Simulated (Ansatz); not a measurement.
LiCl (rock salt, Fm-3m), LDA in the plane-wave PAW code Ansatz: ε∞ = 3.18, cell volume 30.58 Å³. Infrared-active transverse modes:

| ω_TO (cm⁻¹) | oscillator strength S_xx (e²/amu) |
|---|---|
| 227.8 | 0.2336 |

Question: Compute the static dielectric constant.

Answer: Each mode adds (4.921e7/V) S/ω²: 7.24. So ε0 = 10.4.

Question: What LO frequency does the Lyddane–Sachs–Teller relation give?

Answer: ω_LO = ω_TO √(ε0/ε∞) = 412 cm⁻¹.

The cell was relaxed with LDA under the symmetry of its start.

Potentials: the earlier of the program's two PAW sets. The files were generated under PBE; for other functionals the program regenerates the frozen cores, and for LDA and PBEsol the local potential too.
